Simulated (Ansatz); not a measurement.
## Si₂W under uniaxial strain: field gradients at the nuclei

Cell: a structure deposited in the COD, its atoms then relaxed with PBE in this cell.

```
Si W
1.0
    -1.60690    1.60690    3.91495
     1.60690   -1.60690    3.91495
     1.60690    1.60690   -3.91495
Si W
2 1
Direct
  0.33439 0.33439 0.00000
  0.66561 0.66561 0.00000
  0.00000 0.00000 0.00000
```

Atoms are numbered from 1 in the order listed; like atoms form one site, named after its first atom.

Method: Kohn–Sham DFT in Ansatz, PBE, plane waves and PAW, scalar-relativistic, 420 eV cutoff, Γ-centred 20×20×20 k-points, Fermi–Dirac smearing 0.05 eV.

The cell is stretched along z (the third Cartesian axis of the run's cell), x and y held, and the ions relax again each time.

| strain along z (%) | Si: V along z (10²¹ V/m²) | W: V along z (10²¹ V/m²) |
| --- | --- | --- |
| -3 | ? | ? |
| -2 | -1.38 | -23.12 |
| -1 | -1.15 | -19.85 |
| 0 | -0.94 | -16.71 |
| +1 | -0.73 | -13.69 |
| +2 | -0.54 | -10.83 |
| +3 | -0.36 | -8.12 |

Q: Estimate the row at -3 % from the others.

A: Si: -1.61; W: -26.49. Worked for Si: a straight line through the other 6 rows has a slope of 0.204 × 10²¹ V/m² per per cent of strain and gives -1.56 at -3 %, against -1.61 from the run; over all rows the step per per cent runs from 0.23 at the compressed end to 0.18 at the stretched end. Worked for W: a straight line through the other 6 rows has a slope of 3.002 × 10²¹ V/m² per per cent of strain and gives -25.89 at -3 %, against -26.49 from the run; over all rows the step per per cent runs from 3.37 at the compressed end to 2.71 at the stretched end, so the response isn't a straight line.

With no gap above 0.1 eV, as in a metal, the gradients converge slowly in k; expect changes of a tenth or more on a denser mesh. Without spin–orbit coupling the gradients at and beside W can be off by some per cent, at some sites by more.
